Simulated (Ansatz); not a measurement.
How Ti2C stores the work of compression

Theory: DFT r2SCAN, scalar-relativistic, plane waves, PAW in Ansatz 0.2.0. (500 eV cutoff, 8×8×8 k-mesh, Gaussian smearing of 0.10 eV, no spin polarisation)

The relaxed crystal:

```xyz
12
Lattice="0.0000 4.3102 4.3102 4.3102 0.0000 4.3102 4.3102 4.3102 0.0000" Properties=species:S:1:pos:R:3 pbc="T T T"
Ti    3.2871    5.3333    5.3333
Ti    3.2871    3.2871    3.2871
Ti    5.3333    5.3333    3.2871
Ti    5.4421    7.4883    5.4421
Ti    7.4883    7.4883    7.4883
Ti    7.4883    5.4421    5.4421
Ti    5.4421    5.4421    7.4883
Ti    5.3333    3.2871    5.3333
C     5.3877    5.3877    5.3877
C     5.3877    3.2326    3.2326
C     3.2326    3.2326    5.3877
C     3.2326    5.3877    3.2326
```

Cell and atoms were relaxed at each target pressure within the start's symmetry (Fd-3m), at zero temperature; other phases can be more stable under pressure. H = E + PV with P the target; E is the free energy at the smearing used, whose derivative the pressure is, per atom and counted from zero pressure.

| P (GPa) | V (Å³/atom) | E − E0 (meV) | H − H0 (meV) |
| --- | --- | --- | --- |
| 0 | 13.345 | 0.0 | 0.0 |
| 1 | 13.257 | 0.3 | 83.0 |
| 4 | 13.010 | 4.1 | 328.9 |
| 12 | 12.445 | 31.7 | 963.8 |
| 25 | 11.720 | 114.1 | 1943.0 |

Question: Thermodynamics gives dH/dP = V along a relaxed path. Integrate V over P by the trapezoid rule and compare with the computed enthalpies.

Answer: With 1 eV/Å³ = 160.22 GPa, each step adds the mean volume times ΔP / 160.22:
| P (GPa) | ∫V dP (meV) | H − H0 (meV) | difference (meV) |
| --- | --- | --- | --- |
| 1 | 83.0 | 83.0 | 0.0 |
| 4 | 328.9 | 328.9 | 0.1 |
| 12 | 964.4 | 963.8 | 0.6 |
| 25 | 1944.8 | 1943.0 | 1.8 |

V(P) curves upward, so the trapezoid rule runs high; integrating a smooth curve through the same points (P as a polynomial of degree 4 in ln V) puts that excess at about 1.9 meV at 25 GPa, against the 1.8 meV found.

Question: At 25 GPa, how much of the enthalpy change is stored energy and how much is the PV term?

Answer: E rises by 114 meV/atom and PV is 25 × 11.720 / 160.22 = 1829 meV/atom, so PV makes 94 % of ΔH. So between rival structures at high pressure a small difference in volume can outweigh the difference in energy: 1 % of this volume is worth 18.3 meV/atom at this pressure.

Question: What bulk modulus do the lowest pressures give?

Answer: From the pressures that the runs reached, -1.00 GPa (13.437 Å³) and 1.00 GPa (13.257 Å³), B = −ΔP/Δln V = 2.00 / 0.0135 = 148 GPa, a mean over that range.